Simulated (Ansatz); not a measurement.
The elements of this relaxed trial crystal are hidden behind letters.

```
lattice vectors (Å)
   3.5543    0.0000    0.0000
  -1.7772    3.0781    0.0000
   0.0000    0.0000   17.2824
fractional positions
X 0.3333 0.6667 0.5657
X 0.6667 0.3333 0.6966
X 0.3333 0.6667 0.8289
X 0.6667 0.3333 0.1711
X 0.3333 0.6667 0.3034
X 0.6667 0.3333 0.4343
Z 0.0000 0.0000 0.0000
```

The calculation used DFT PBE, scalar-relativistic, plane waves, PAW (Ansatz 0.2.0). The final run on the 7-atom cell used 420 eV, a Γ-centred 12×12×4 mesh, 0.10 eV smearing and no spin polarisation.

| Property | Result |
| --- | --- |
| Space group | P-3m1 (No. 164) |
| Conventional cell | a = 3.554 Å, c = 17.282 Å |
| Volume per atom | 27.01 Å³ |
| Density | 1.14 g/cm³ |
| Energy over the elements | +0.13 eV/atom |
| Gap on the 12×12×4 mesh of the 7-atom cell | 0 eV (a metal) |

Energies are uncorrected and count from the elements' standard states at the same level.

**Question.** X is an s-block element of period 2 and Z is an s-block element of period 5. Which elements are they?

**Answer.** X = Li, Z = Sr, so the formula is SrLi6. Density times volume gives a mean mass of 1.14 × 27.01/1.6605 = 18.5 u per atom, and this set has 18.5 u. Among the elements that the hints allow, noble gases aside, only these give it. Li on its first site has 6 Li at 3.05–3.06 Å and 6 Li at 3.55 Å; Li on its second site has 6 Li at 3.05–3.07 Å and 6 Li at 3.55 Å; around Sr lie 6 Sr at 3.55 Å and 6 Li at 3.60 Å; 1 more site not described.

Symmetry constrained the relaxation, so the result can be a saddle point.
